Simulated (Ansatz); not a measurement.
Given:

Ti2C:
```
CELL_PARAMETERS angstrom
      0.00000     4.27398     4.27398
      4.27398     0.00000     4.27398
      4.27398     4.27398     0.00000
ATOMIC_POSITIONS crystal
  Ti 0.35727 0.88091 0.88091
  Ti 0.36909 0.36909 0.89273
  Ti 0.88091 0.35727 0.88091
  Ti 0.36909 0.36909 0.36909
  Ti 0.88091 0.88091 0.88091
  Ti 0.36909 0.89273 0.36909
  Ti 0.88091 0.88091 0.35727
  Ti 0.89273 0.36909 0.36909
  C  0.12500 0.12500 0.12500
  C  0.62500 0.12500 0.12500
  C  0.12500 0.12500 0.62500
  C  0.12500 0.62500 0.12500
```

This is the PBEsol-relaxed structure.

### Question
All from DFT-PBEsol in the program Ansatz with PAW potentials, unless another level is named. Predict the electronic character.

### Answer
metallic (no gap).

### Question
Give the density of states at the Fermi level.

### Answer
0.39 states/eV per atom (mean over ±0.08 eV).

### Question
Predict the formation energy from the elements (no fitted shifts).

### Answer
-0.71 eV/atom.

Space group Fd-3m. The first step of the workflow began from a Materials Project structure, measured or hypothetical; the Crystallography Open Database copy checked does not list it. Whether it is the stable phase at ambient conditions was not checked. Symmetry was held in the PBEsol relaxation; its stability against distortions is not shown here. No spin polarisation was allowed. The references are the lowest solids computed at this level, not always the standard phases.

Potentials: the earlier of the program's two PAW sets. The files were generated under PBE; for other functionals the program regenerates the frozen cores, and for LDA and PBEsol the local potential too.
